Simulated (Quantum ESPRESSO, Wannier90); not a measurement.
Wannierisation of CsBr (CsCl type)

Cell from Materials Project (mp-22906), symmetrised, no further relaxation. COD (Crystallography Open Database) has an entry of this formula and space group (matched by these alone). Level: PBEsol, no spin polarisation, no spin-orbit coupling; pw.x of Quantum ESPRESSO at 40 Ry with PseudoDojo potentials, 8×8×8 k-points, Wannier90. Density: 8×8×8 mesh, cold smearing 0.01 Ry. Spin-orbit coupling is left out although heavy elements are present.

On the energy scale of pw.x, whose zero is arbitrary, the valence-band maximum lies at 2.79 eV.

Input w.win:

```
num_bands = 3
num_wann = 3
exclude_bands = 1-2,6-15
num_iter = 1000
conv_tol = 1.0e-6
conv_window = 4
write_hr = true
write_u_matrices = true
auto_projections = true
begin unit_cell_cart
ang
    4.3256200000    0.0000000000    0.0000000000
    0.0000000000    4.3256200000    0.0000000000
    0.0000000000    0.0000000000    4.3256200000
end unit_cell_cart
begin atoms_frac
Cs   0.0000000000  0.0000000000  0.0000000000
Br   0.5000000000  0.5000000000  0.5000000000
end atoms_frac
mp_grid = 8 8 8
begin kpoints
0.0000000000 0.0000000000 0.0000000000
0.0000000000 0.0000000000 0.1250000000
0.0000000000 0.0000000000 0.2500000000
... (509 more lines: the 8x8x8 mesh through Gamma)
end kpoints
```

Input of pw2wannier90.x that gives the overlap and projection files (equivalent; here they were cut from one run over all bands):

```
&inputpp
  outdir = './out'
  prefix = 'pwscf'
  seedname = 'w'
  write_amn = .true.
  write_mmn = .true.
  atom_proj = .true.
  atom_proj_exclude = 1 5 6 7 8 9
/
```

Output w.wout (banner and timings cut):

```
                                    ------
                                    SYSTEM
                                    ------

                              Lattice Vectors (Ang)
                    a_1     4.325620   0.000000   0.000000
                    a_2     0.000000   4.325620   0.000000
                    a_3     0.000000   0.000000   4.325620

                   Unit Cell Volume:      80.93663  (Ang^3)

                        Reciprocal-Space Vectors (Ang^-1)
                    b_1     1.452551   0.000000   0.000000
                    b_2     0.000000   1.452551   0.000000
                    b_3     0.000000   0.000000   1.452551

 *----------------------------------------------------------------------------*
 |   Site       Fractional Coordinate          Cartesian Coordinate (Ang)     |
 +----------------------------------------------------------------------------+
 | cs   1   0.00000   0.00000   0.00000   |    0.00000   0.00000   0.00000    |
 | br   1   0.50000   0.50000   0.50000   |    2.16281   2.16281   2.16281    |
 *----------------------------------------------------------------------------*
                                ------------
                                K-POINT GRID
                                ------------

             Grid size =  8 x  8 x  8      Total points =  512

 *---------------------------------- MAIN ------------------------------------*
 |  Number of Wannier Functions               :                 3             |
 |  Number of Objective Wannier Functions     :                 3             |
 |  Number of input Bloch states              :                 3             |
 |  Output verbosity (1=low, 5=high)          :                 1             |
 |  Timing Level (1=low, 5=high)              :                 1             |
 |  Optimisation (0=memory, 3=speed)          :                 3             |
 |  Length Unit                               :               Ang             |
 |  Post-processing setup (write *.nnkp)      :                 F             |
 |  Using Gamma-only branch of algorithms     :                 F             |
 *----------------------------------------------------------------------------*
 *------------------------------- WANNIERISE ---------------------------------*
 |  Total number of iterations                :              1000             |
 |  Number of CG steps before reset           :                 5             |
 |  Trial step length for line search         :             2.000             |
 |  Convergence tolerence                     :         0.100E-05             |
 |  Convergence window                        :                 4             |
 |  Iterations between writing output         :                 1             |
 |  Iterations between backing up to disk     :               100             |
 |  Write r^2_nm to file                      :                 F             |
 |  Write xyz WF centres to file              :                 F             |
 |  Write on-site energies <0n|H|0n> to file  :                 F             |
 |  Use guiding centre to control phases      :                 F             |
 |  Use phases for initial projections        :                 F             |
 *----------------------------------------------------------------------------*
 *-------------------------------- PLOTTING ----------------------------------*
 |  Plotting Hamiltonian in WF basis          :                 T             |
 *----------------------------------------------------------------------------*

 *---------------------------------- K-MESH ----------------------------------*
 +----------------------------------------------------------------------------+
 |                    Distance to Nearest-Neighbour Shells                    |
 |                    ------------------------------------                    |
 |          Shell             Distance (Ang^-1)          Multiplicity         |
 |          -----             -----------------          ------------         |
 |             1                   0.181569                      6            |
 |             2                   0.256777                     12            |
 |             3                   0.314487                      8            |
 |             4                   0.363138                      6            |
 |             5                   0.406000                     24            |
 |             6                   0.444751                     24            |
 |             7                   0.513554                     12            |
 |             8                   0.544707                     30            |
       ... (lines left out)
 +----------------------------------------------------------------------------+
 | The b-vectors are chosen automatically                                     |
 | The following shells are used:                       1                     |
 +----------------------------------------------------------------------------+
 |                        Shell   # Nearest-Neighbours                        |
 |                        -----   --------------------                        |
 |                          1               6                                 |
 +----------------------------------------------------------------------------+
 | Completeness relation is fully satisfied [Eq. (B1), PRB 56, 12847 (1997)]  |
 +----------------------------------------------------------------------------+
 |                  b_k Vectors (Ang^-1) and Weights (Ang^2)                  |
 |                  ----------------------------------------                  |
 |            No.         b_k(x)      b_k(y)      b_k(z)        w_b           |
 |            ---        --------------------------------     --------        |
 |             1         0.000000    0.000000    0.181569    15.166556        |
 |             2         0.000000    0.181569    0.000000    15.166556        |
 |             3         0.181569    0.000000    0.000000    15.166556        |
 |             4         0.000000    0.000000   -0.181569    15.166556        |
 |             5         0.000000   -0.181569    0.000000    15.166556        |
 |             6        -0.181569    0.000000    0.000000    15.166556        |
 +----------------------------------------------------------------------------+
 |                           b_k Directions (Ang^-1)                          |
 |                           -----------------------                          |
 |            No.           x           y           z                         |
 |            ---        --------------------------------                     |
 |             1         0.000000    0.000000    0.181569                     |
 |             2         0.000000    0.181569    0.000000                     |
 |             3         0.181569    0.000000    0.000000                     |
 +----------------------------------------------------------------------------+

 Starting a new Wannier90 calculation ...

 Reading overlaps from w.mmn

 Reading projections from w.amn

 *------------------------------- WANNIERISE ---------------------------------*
 +--------------------------------------------------------------------+<-- CONV
 | Iter  Delta Spread     RMS Gradient      Spread (Ang^2)            |<-- CONV
 +--------------------------------------------------------------------+<-- CONV

 ------------------------------------------------------------------------------
 Initial State
  WF centre and spread    1  ( -0.000000,  0.000000,  0.000000 )     1.59969216
  WF centre and spread    2  (  0.000000,  0.000000, -0.000000 )     1.59969216
  WF centre and spread    3  ( -0.000000,  0.000000,  0.000000 )     1.59969216
  Sum of centres and spreads ( -0.000000,  0.000000,  0.000000 )     4.79907649

      0     0.480E+01     0.0000000000        4.7990764884  <-- CONV
        O_D=      0.0000000 O_OD=      0.0022182 O_TOT=      4.7990765 <-- SPRD
 ------------------------------------------------------------------------------
      1    -0.136E-06     0.0002983510        4.7990763529  <-- CONV
        O_D=      0.0000000 O_OD=      0.0022180 O_TOT=      4.7990764 <-- SPRD
      2    -0.488E-08     0.0000696995        4.7990763480  <-- CONV
        O_D=      0.0000000 O_OD=      0.0022180 O_TOT=      4.7990763 <-- SPRD
      3    -0.362E-12     0.0000081156        4.7990763480  <-- CONV
        O_D=      0.0000000 O_OD=      0.0022180 O_TOT=      4.7990763 <-- SPRD
      4    -0.380E-10     0.0000080805        4.7990763480  <-- CONV
        O_D=      0.0000000 O_OD=      0.0022180 O_TOT=      4.7990763 <-- SPRD
             <<<     Delta < 1.000E-06  over  4 iterations     >>>
             <<< Wannierisation convergence criteria satisfied >>>
 Final State
  WF centre and spread    1  ( -0.000000,  0.000000,  0.000000 )     1.59969212
  WF centre and spread    2  (  0.000000,  0.000000, -0.000000 )     1.59969212
  WF centre and spread    3  ( -0.000000,  0.000000,  0.000000 )     1.59969212
  Sum of centres and spreads ( -0.000000,  0.000000,  0.000000 )     4.79907635

         Spreads (Ang^2)       Omega I      =     4.796858324
        ================       Omega D      =     0.000000000
                               Omega OD     =     0.002218024
    Final Spread (Ang^2)       Omega Total  =     4.799076348
```
